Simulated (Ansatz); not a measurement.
HfV$_{2}$ (Fd-3m): electronic heat capacity from the density of states

The calculation used DFT r2SCAN, scalar-relativistic, plane waves, PAW in Ansatz 0.2.0.

Settings: cutoff 500 eV, Γ-centred mesh 8×8×8 on the computed 6-atom cell, Gaussian smearing of 0.10 eV; collinear spin from starting moments -0.16 -0.16 0.91 0.91 0.91 0.91 μB.

Relaxed cell: Fd-3m, a = 7.383 Å, b = 7.383 Å, c = 7.383 Å, α = 90.00°, β = 90.00°, γ = 90.00°, 6 atoms in the primitive cell. Whether it is the stable form of this composition wasn't checked.

The density of states at the Fermi level is 11.369 states/eV in the cell of 6 atoms (2 formula units; both spins, tetrahedra on a 12×12×12 mesh). The run ends with a moment of 3.70 μB a cell (largest on a site 0.83 μB), and the figure is for this state; a paramagnetic sample can have a quite different one. Another magnetic order, if the compound takes it, can change N(E_F) and the shape of the cell a good deal.

Question: What Sommerfeld coefficient does this give?

Answer: Per formula unit N(E_F) = 5.685 states/eV. γ = (π²/3) k_B² N(E_F) N_A = 2.357 mJ/(mol K²) per state/eV, so γ = 13.4 mJ/(mol K²), a mole of formula units. This is the bare band result: a measured γ of the same phase and magnetic order is as a rule larger by a factor 1 + λ from phonons and spin fluctuations. N(E_F) at one energy is sensitive to the mesh where the density of states has sharp peaks.

The state reached may not be the lowest one. Spin-orbit coupling is left out, which matters for the bands of heavy elements.

Only this magnetic start was tried.

Cost: 1 run of about 6 core-minutes, on Oxide Virtual Turin-like Processor (Zen 5) (shared hosts).